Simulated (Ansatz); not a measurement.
NiBi3:
```
CELL_PARAMETERS angstrom
      4.64923     0.00000     0.00000
      0.00000     4.64923     0.00000
      0.00000     0.00000     4.64923
ATOMIC_POSITIONS crystal
  Bi 0.00000 0.50000 0.50000
  Bi 0.50000 0.50000 0.00000
  Bi 0.50000 0.00000 0.50000
  Ni 0.00000 0.00000 0.00000
```

Relaxed with PBEsol. Special points in fractions of this cell's reciprocal vectors: Γ (0.000, 0.000, 0.000); X (0.000, 0.500, 0.000); M (0.500, 0.500, 0.000); R (0.500, 0.500, 0.500).

Problem. List the band energies nearest the Fermi level at these points for PBEsol in the plane-wave PAW code Ansatz.

Solution. In eV from the Fermi level; about four levels below and three above (degenerate sets whole), none deeper than 8.9 eV; points with the same levels are listed once.

| k | below | above |
|---|---|---|
| Γ | -1.02 -1.02 -1.02 -0.96 -0.96 -0.66 | 1.16 1.16 1.16 |
| X | -0.89 -0.59 -0.59 -0.55 | 0.71 3.29 3.29 |
| M | -1.05 -1.05 -0.96 -0.95 -0.84 | 0.54 0.54 2.48 |
| R | -0.89 -0.89 -0.83 -0.83 -0.83 | 4.62 4.62 5.25 5.25 5.25 |

Space group Pm-3m (Cu3Au type). The cell is a constructed one: a structure type filled with these elements; neither database checked (COD, Materials Project) lists it. Whether it is the stable phase at ambient conditions was not checked. Symmetry was held in the PBEsol relaxation. At this level the phase is dynamically unstable (imaginary phonons). The workflow began spin-polarised and lost its moments. Scalar-relativistic: spin–orbit coupling is off unless named, which matters more the heavier the elements.

Potentials: the earlier of the program's two PAW sets. The files were generated under PBE; for other functionals the program regenerates the frozen cores, and for LDA and PBEsol the local potential too.
